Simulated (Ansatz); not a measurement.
Starting cell, TaN (space group P6/mmm):

```
CELL_PARAMETERS angstrom
     10.33263     0.00000     0.00000
     -2.58316     4.47416     0.00000
      0.00000     0.00000     2.88930
ATOMIC_POSITIONS crystal
  Ta 0.00000 0.00000 0.00000
  Ta 0.50000 0.00000 0.00000
  Ta 0.16667 0.66667 0.50000
  Ta 0.66667 0.66667 0.50000
  Ta 0.33333 0.33333 0.50000
  Ta 0.83333 0.33333 0.50000
  N  0.25000 0.00000 0.00000
  N  0.75000 0.00000 0.00000
  N  0.25000 0.50000 0.00000
  N  0.75000 0.50000 0.00000
  N  0.00000 0.50000 0.00000
  N  0.50000 0.50000 0.00000
```

A phonon eigenvector at M = (0.5, 0.0, 0.0) is frozen into this cell: atom i moves by Q times the vector below, so Q is the largest atomic displacement, in Å. The cell is held. (q is in reciprocal vectors of the primitive cell; the cell shown is doubled to hold the pattern.)

```json
[
 {"atom": "Ta3", "x": "-0.015", "y": "0.026", "z": "0.000"},
 {"atom": "Ta4", "x": "0.015", "y": "-0.026", "z": "0.000"},
 {"atom": "Ta5", "x": "-0.015", "y": "0.026", "z": "0.000"},
 {"atom": "Ta6", "x": "0.015", "y": "-0.026", "z": "0.000"},
 {"atom": "N7", "x": "-0.996", "y": "0.088", "z": "0.000"},
 {"atom": "N8", "x": "0.996", "y": "-0.088", "z": "0.000"},
 {"atom": "N9", "x": "0.422", "y": "0.906", "z": "0.000"},
 {"atom": "N10", "x": "-0.422", "y": "-0.906", "z": "0.000"}
]
```

Atoms not listed stay in place.

Calculation: LDA (plane waves to 420 eV, PAW, scalar-relativistic; Ansatz, a first-principles code). k mesh 11×11×16 (Γ-centred), Fermi-Dirac smearing 0.05 eV. E stands for the smeared free energy. Stress and pressure are positive under compression. With partly filled bands, energies and forces of such displacements shift with the k mesh and the smearing. Spin-orbit coupling is left out, though Ta is heavy. TaN is run without spin polarisation. TaN was relaxed with its symmetry unable to fall. This is one of several known forms of TaN; the measured ambient cells at hand have space group No. 189. ΔE is measured from the undisplaced structure.

Q: What ΔE (eV/cell) and P (GPa) does the calculation give at Q (Å) = -0.330, -0.220, 0.110, 0.330, 0.440, 0.550?

A: 
```tsv
Q (Å)	ΔE (eV/cell)	P (GPa)
-0.330	-0.881	-0.8
-0.220	-0.480	-0.6
0.110	-0.133	-0.2
0.330	-0.881	-0.8
0.440	-1.099	-0.1
0.550	-0.805	2.2
```

(For displaced atoms, the force is minus the slope of the energy, and its curvature is a force constant, which sets phonon frequencies.)
